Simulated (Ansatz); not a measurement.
CaO:
```
CELL_PARAMETERS angstrom
      0.00000     2.35399     2.35399
      2.35399     0.00000     2.35399
      2.35399     2.35399     0.00000
ATOMIC_POSITIONS crystal
  Ca 0.00000 0.00000 0.00000
  O  0.50000 0.50000 0.50000
```

Relaxed with LDA (plane waves, PAW; program Ansatz). Indices refer to the conventional cell of Fm-3m, a = 4.7080 Å, b = 4.7080 Å, c = 4.7080 Å, α = 90.00°, β = 90.00°, γ = 90.00°.

Task: Simulate the powder diffraction pattern (Mo Kα, λ = 0.71073 Å; lines above 1 %) up to 2θ = 45°.

Result: Simulated powder pattern, Mo Kα, λ = 0.71073 Å (kinematic, ideal powder, no thermal factors, no anomalous dispersion; the 30 strongest lines at most, above 1 %, up to 2θ = 45°):

| 2θ (°) | d (Å) | I/Imax (%) | hkl |
|---|---|---|---|
| 15.02 | 2.718 | 37 | (111) |
| 17.37 | 2.354 | 100 | (200) |
| 24.65 | 1.665 | 64 | (220) |
| 29.00 | 1.420 | 18 | (311) |
| 30.32 | 1.359 | 20 | (222) |
| 35.15 | 1.177 | 8.8 | (400) |
| 38.42 | 1.080 | 7.5 | (331) |
| 39.46 | 1.053 | 23 | (420) |
| 43.40 | 0.961 | 16 | (422) |

Symmetry was held in the LDA relaxation; phonons on a q-mesh show no instability.

Potentials: the later of the program's two PAW sets.
